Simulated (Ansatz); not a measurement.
Q: TiSi$_{2}$ in space group Fddd (No. 70; Ti on 8b, Si on 16f) is relaxed with LDA in the plane-wave PAW code Ansatz. What lattice parameters of the conventional cell result?

A: a = 4.723 Å, b = 8.122 Å, c = 8.444 Å.

Q: Give the free coordinates with the occupied sites.

A: In one choice of origin and axes:

```
atom  site  symmetry       x       y       z
----  ----  --------  ------  ------  ------
Ti      8b       222  0.5000  0.5000  0.5000
Si     16f       .2.  0.0000  0.1639  0.0000
```

Q: Is it a metal or does it have a gap at this level?

A: No gap at this level.

The cell was relaxed with LDA under the symmetry of its start. The run is not spin-polarised.

Potentials: the earlier of the program's two PAW sets.
